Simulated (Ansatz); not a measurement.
## MnAs: reading a single point

```
As Mn
1.0
     5.80648    0.00000    0.00000
     0.00000    3.72574    0.00000
     0.00000    0.00000    6.45965
As Mn
4 4
Cartesian
  1.5939 0.9314 5.9325
  1.3094 2.7943 2.7027
  4.4971 0.9314 3.7569
  4.2126 2.7943 0.5271
  5.7792 0.9314 1.4399
  2.9305 2.7943 4.6697
  2.8760 0.9314 1.7900
  0.0273 2.7943 5.0198
```

Single point in Ansatz 0.2.0 with PBEsol, no spin polarisation. Cutoff 420 eV, PAW datasets, 5×7×4 Γ-centred k mesh, tetrahedron filling.

**Question.** Is there a gap?

**Answer.** It is a metal on this mesh, though the bands barely overlap, with about 21 states/eV a cell as the mean within 0.25 eV of the Fermi level, mostly Mn d (93 %).

**Question.** Where is the largest force?

**Answer.** The largest is on Mn6 (and as large on other atoms): 0.42 eV/Å, components (-0.20, 0.00, -0.37). It makes 11° with the line to a nearest neighbour, As2 at 2.55 Å, pointing towards it.

**Question.** What is the formation energy?

**Answer.** 0.33 eV an atom against the elements' usual phases (free molecules for gases, crystals otherwise, with no correction for O₂ or N₂), so at this geometry it isn't bound against them. Relaxing would lower it.

**Question.** Which element gives electrons and which takes them?

**Answer.** Bader charges in e: Mn +0.53, As -0.53. In the mean Mn gives up most and As takes most.

**Question.** Describe some of the short contacts.

**Answer.** As–Mn at 2.55 Å: least valence density 0.36 e/Å³ and ELF 0.37 there. Mn–Mn at 2.92 Å: least valence density 0.20 e/Å³ and ELF 0.33 there. These are pseudo-fields; inside the PAW spheres they differ from the all-electron ones.

**Question.** Is the cell too large or too small?

**Answer.** The pressure is -27.0 GPa (compression positive), so with the atoms held at these fractions the cell would first shrink. The principal stresses -29.9, -26.0, -25.1 GPa differ, so its shape would change too.

Origin: a database entry at a rescaled volume. Caveats: empty levels are not fully converged; no spin polarisation, so a magnetic state may lie lower; atoms or cell far from equilibrium; forces and stress under tetrahedra may miss the slope of the energy.
